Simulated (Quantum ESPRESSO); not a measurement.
## Calculated data, Zr₆InSn (simulated cell)

Computed with Quantum ESPRESSO 7.5. Calculation on a made-up metal alloy cell, not a measurement: no spin or spin-orbit, unrelaxed, 2900 K smearing, stress positive in tension, cell energy less fitted offsets; periodic Kohn-Sham density functional theory in plane waves with PseudoDojo standard norm-conserving scalar-relativistic pseudopotentials, each functional with its own files (v0.5 for PBE, v0.4.1 for LDA and PBEsol), eight atoms on drawn sites of a strained close-packed or body-centred lattice, each displaced and held fixed; the energy is the cell's free energy, ions and the entropy term -TS included, at the stated Fermi-Dirac width, less a fixed offset for each atom's element (shifted free energy); compositions with an open d shell lost a parallel starting moment in a cheaper test run, and other magnetic orders were not tried; an error bar is the largest change of its kind in a tighter rerun, never given below 0.002 eV, 0.02 GPa or 0.003 eV/angstrom, and covers cutoff and k-mesh only, not smearing or the files.

### Zr₆InSn (simulated cell)

```cif
# cell vector a (Å): 0.0000 -2.3014 -2.3014
# cell vector b (Å): -6.9041 -2.3014 0.0000
# cell vector c (Å): -2.3014 4.6027 -6.9041
data_Zr6InSn
_symmetry_space_group_name_H-M 'P 1'
_symmetry_Int_Tables_number 1
_cell_length_a 3.2547
_cell_length_b 7.2776
_cell_length_c 8.6109
_cell_angle_alpha 85.152
_cell_angle_beta 79.106
_cell_angle_gamma 77.079
_cell_volume 195.02
loop_
_atom_site_label
_atom_site_type_symbol
_atom_site_fract_x
_atom_site_fract_y
_atom_site_fract_z
_atom_site_occupancy
Zr1 Zr 0.99211 0.99385 0.99776 1
Zr2 Zr 0.13332 0.11868 0.62807 1
Sn1 Sn 0.23012 0.24692 0.25195 1
In1 In 0.35944 0.37978 0.86676 1
Zr3 Zr 0.50996 0.49427 0.49871 1
Zr4 Zr 0.63255 0.62441 0.13092 1
Zr5 Zr 0.76133 0.75068 0.74168 1
Zr6 Zr 0.89384 0.88039 0.36101 1
```

| Property | Result |
| --- | --- |
| lattice type | face-centred cubic |
| functional | pbe |
| cutoff | 980 eV |
| fermi dirac smearing | 0.25 eV |
| electrons removed | 0 |
| run command | mpirun -np 4 pw.x -nk 4 -in in |
| run processor | AMD EPYC, Zen 5, virtual cores |
| k mesh | 7 x 4 x 3 shifted half a step off Gamma on each axis |

Atoms:
```
atoms element  atom site  atom energy offset (eV)
           Zr          1                 -1377.61
           Zr          2                 -1377.61
           Sn          3                 -2144.16
           In          4                 -1808.02
           Zr          5                 -1377.61
           Zr          6                 -1377.61
           Zr          7                 -1377.61
           Zr          8                 -1377.61
```

Notes: the tin pseudopotential is less sure than most, with forces differing by about three percent from a second method on plain tin; a spin test at this wide smearing found no moment, but such smearing suppresses magnetism that the real alloy may have; lattice, volume and sites are drawn at random and may be unstable or far from any real phase; energies are for the whole cell, less offsets fitted to these runs, so they are not formation energies; error bars: energy 0.0059 eV, stress 0.074 GPa, force 0.0097 eV/Å, from a tighter rerun of a related cell, whose elements or sites may differ; 18 SCF iterations, 137 s of wall time on a shared machine.

**Q.** Estimate the stress yy of Zr₆InSn (simulated cell).
**A.** 3.66 GPa

**Q.** Give the missing stress xy for Zr₆InSn (simulated cell).
**A.** 0.01884 GPa

**Q.** Give the missing shifted free energy for Zr₆InSn (simulated cell).
**A.** -1.861 eV

Further results for Zr₆InSn (simulated cell):

| Property | Result |
| --- | --- |
| entropy term negative ts | -1.89 eV |
| pressure | -3.81 GPa |
| stress xx | 4.1 GPa |
| stress zz | 3.67 GPa |
| stress yz | 0.01037 GPa |
| stress xz | -0.0495 GPa |

Forces:
```
site  x (eV/Å)  y (eV/Å)  z (eV/Å)
   1    -0.311    -0.019     0.028
   2    -0.245     0.081    -0.059
   3    -0.088     0.011    -0.277
   4     0.053    -0.151    -0.038
   5     0.108    -0.383     0.416
   6     0.416     -0.13       0.3
   7     0.307     0.298    -0.177
   8     -0.24     0.294    -0.193
```
